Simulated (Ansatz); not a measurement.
Relaxed-ion elastic tensor of Zr (hcp (Mg type), P6_3/mmc) in GPa (Voigt order), PBE in the plane-wave PAW code Ansatz; density 6.48 g/cm³, 23.38 Å³ per atom.

```
 135  72.6  66.0   0.0   0.0   0.0
72.6   135  66.0   0.0   0.0   0.0
66.0  66.0   164   0.0   0.0   0.0
 0.0   0.0   0.0  25.4   0.0   0.0
 0.0   0.0   0.0   0.0  25.4   0.0
 0.0   0.0   0.0   0.0   0.0  31.3
```

### Question
Is the crystal mechanically stable?

### Answer
Yes: the smallest eigenvalue of C is 25.4 GPa.

### Question
Work out the Voigt, Reuss and Hill averages.

### Answer
K_V = 93.7, K_R = 93.3, K_H = 93.5; G_V = 31.7, G_R = 30.3, G_H = 31.0 GPa.

### Question
Give Young's modulus, Poisson's ratio, Pugh's ratio and the universal anisotropy index.

### Answer
E = 9KG/(3K + G) = 83.8 GPa; ν = 0.35; K/G = 3.01 (ductile by the Pugh limit of 1.75); A_U = 5G_V/G_R + K_V/K_R − 6 = 0.23.

### Question
Estimate the sound speeds and the Debye temperature.

### Answer
v_l = √((K + 4G/3)/ρ) = 4560 m/s, v_t = √(G/ρ) = 2190 m/s, mean 2460 m/s; Θ = (h/k)(3n/4πV)^(1/3) v_m = 256 K.

### Question
How much does each axis shrink under pressure?

### Answer
Linear compressibilities β_i = Σ_j S_ij (j = 1 to 3): x 3.9, y 3.9, z 3.0 per TPa.

The PBE relaxation kept the symmetry of its start. No spin polarisation was allowed. As this level gives no gap, shear constants depend on the k-mesh and smearing (Fermi–Dirac, 0.1 eV here).

Potentials: the later of the program's two PAW sets.
